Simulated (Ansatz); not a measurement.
## Eigenvalues along a path: Si2Mo (MoSi2 type)

```xyz
3
Lattice="-1.3320 1.3320 3.4230 1.3320 -1.3320 3.4230 1.3320 1.3320 -3.4230" Properties=species:S:1:pos:R:3 pbc="T T T"
Mo    0.0000    0.0000    0.0000
Si    0.0000    0.0000    2.2585
Si    0.0000    0.0000   -2.2585
```

The cell comes from a relaxation on PAW files under the same functional, begun from a prototype that needn't be the stable phase.

Computed with Ansatz 0.2.0; functional LDA, scalar-relativistic. Settings: a Γ-centred 15×15×15 k mesh, Fermi–Dirac smearing of 0.05 eV, no spin polarisation. Methods: LAPW: all electrons, basis error target 1 meV/atom.

This run: volume at 0.62 of the series' base cell.

The structure type is held throughout; the real material can change phase at far lower pressure.

Path points, in fractions of the reciprocal vectors: Γ (0.000, 0.000, 0.000), X (0.000, 0.000, 0.500), P (0.250, 0.250, 0.250), N (0.000, 0.500, 0.000), M (0.500, 0.500, -0.500), S (0.288, 0.712, -0.288), S0 (-0.288, 0.288, 0.288). The distance column jumps between branches of the path. Levels in eV from the Fermi level; bands 22 to 32, counted from the lowest band of the run. The gap is zero, the pressure 290.2 GPa.

```
# k(1/Å) point b22 b23 b24 b25 b26 b27 b28 b29 b30 b31 b32
0.000 Γ -17.59 -9.85 -6.23 -3.97 -3.97 -2.82 0.73 1.21 6.45 6.45 6.94
0.417 - -16.83 -9.00 -6.14 -5.68 -5.51 -1.36 -1.30 3.45 6.01 6.21 6.84
0.834 - -14.86 -8.72 -8.10 -6.89 -3.78 -3.60 -1.52 4.12 4.91 7.04 7.13
1.251 - -12.55 -10.35 -9.46 -6.82 -3.78 -3.26 -1.13 3.05 4.33 5.86 6.18
1.668 X -12.21 -10.90 -7.86 -6.54 -6.03 -4.72 0.38 4.02 4.99 5.21 5.76
1.783 - -12.19 -10.84 -8.19 -6.75 -5.61 -4.40 0.07 4.11 4.23 5.21 6.40
1.897 - -12.16 -10.66 -8.80 -7.14 -4.76 -3.76 -0.69 3.01 4.71 5.21 6.26
2.012 - -12.12 -10.35 -9.40 -7.43 -3.76 -3.13 -1.66 2.13 5.21 5.22 6.01
2.127 P -12.10 -9.93 -9.93 -7.53 -2.85 -2.71 -2.71 1.77 5.21 5.67 5.67
2.422 - -11.81 -10.90 -9.69 -6.50 -3.53 -3.22 -1.58 1.62 3.61 5.30 6.76
2.716 - -12.18 -11.27 -8.79 -5.83 -4.21 -3.31 -0.92 0.96 4.40 4.84 7.27
3.011 - -13.06 -11.07 -6.97 -6.76 -4.87 -2.31 -1.87 2.64 4.89 4.93 7.88
3.306 N -13.37 -11.05 -7.35 -5.07 -5.05 -3.84 -1.28 4.44 4.48 4.73 7.50
3.622 - -14.33 -10.37 -7.29 -5.62 -3.91 -3.42 -1.82 3.67 4.84 5.28 6.36
3.939 - -15.92 -9.09 -7.90 -5.27 -3.07 -3.00 -1.87 3.46 4.49 5.70 6.65
4.255 - -17.14 -9.49 -6.18 -5.74 -3.72 -2.40 -0.07 2.57 4.95 5.73 7.21
4.571 Γ -17.59 -9.85 -6.23 -3.97 -3.97 -2.82 0.73 1.21 6.45 6.45 6.94
4.801 - -17.30 -10.11 -6.38 -3.74 -3.74 -2.96 1.22 1.25 5.31 5.31 5.45
5.030 - -16.48 -10.81 -6.71 -3.51 -3.09 -3.09 1.36 2.55 3.42 3.42 4.99
5.260 - -15.36 -11.78 -6.99 -4.24 -2.06 -2.06 1.47 1.54 1.54 4.36 5.55
5.489 M -14.62 -12.45 -7.09 -4.58 -1.17 -1.17 0.34 0.34 1.52 5.66 6.03
5.739 - -14.53 -12.06 -7.02 -4.71 -1.79 -1.11 -0.41 -0.16 1.85 6.07 6.52
5.990 - -14.24 -11.05 -7.45 -4.84 -2.91 -1.75 -0.96 -0.30 2.51 4.94 7.20
6.240 - -13.76 -9.67 -9.08 -4.49 -3.77 -2.94 -0.88 0.44 3.48 3.85 7.56
6.490 S -13.06 -11.10 -8.13 -4.62 -4.07 -3.65 -1.10 1.02 4.79 4.91 7.15
7.475 S0 -13.06 -11.10 -8.13 -4.62 -4.07 -3.65 -1.10 1.02 4.79 4.91 7.15
7.814 - -13.65 -11.62 -6.38 -5.80 -3.66 -3.63 -1.95 2.30 6.07 6.18 7.11
8.154 - -15.70 -9.43 -7.86 -5.15 -2.97 -2.83 -2.45 3.27 5.28 5.90 6.95
8.493 - -17.08 -9.27 -6.51 -5.78 -3.70 -2.34 -0.38 2.94 4.79 6.13 7.03
8.833 Γ -17.59 -9.85 -6.23 -3.97 -3.97 -2.82 0.73 1.21 6.45 6.45 6.94
```
